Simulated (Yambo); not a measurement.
KAuF4 (space group I4/mcm, No. 140), G0W0@PBEsol in Yambo with this input:

```
rim_cut
gw0
dyson
el_el_corr
HF_and_locXC
ppa
em1d
RandQpts= 1000000
RandGvec= 1 Ry
EXXRLvcs= 84 Ry
VXCRLvcs= 336 Ry
Chimod= "HARTREE"
% BndsRnXp
 9 | 315 |
%
NGsBlkXp= 7 Ry
% LongDrXp
 1.0 | 1.0 | 1.0 |
%
PPAPntXp= 27.2114 eV
% GbndRnge
 1 | 315 |
%
GTermKind= "BG"
DysSolver= "n"
ExtendOut
```

On a 2×2×2 mesh, with wavefunctions cut at 84 Ry, the gap (X → X) is 6.340 eV and the valence edge shifts by -1.855 eV.

What happens with this change: no terminator?

The gap rises by 0.046 eV, to 6.386 eV; the shift of the valence edge becomes -1.618 eV. Neither run is shown to be the converged limit.

Spin-orbit coupling is not included.

Geometry of the Materials Project entry, not relaxed at this level; primitive cell a = 7.079 Å, b = 7.079 Å, c = 7.079 Å, α = 129.81°, β = 129.81°, γ = 73.72°.

A shift is the quasiparticle energy of the state minus its PBEsol energy.
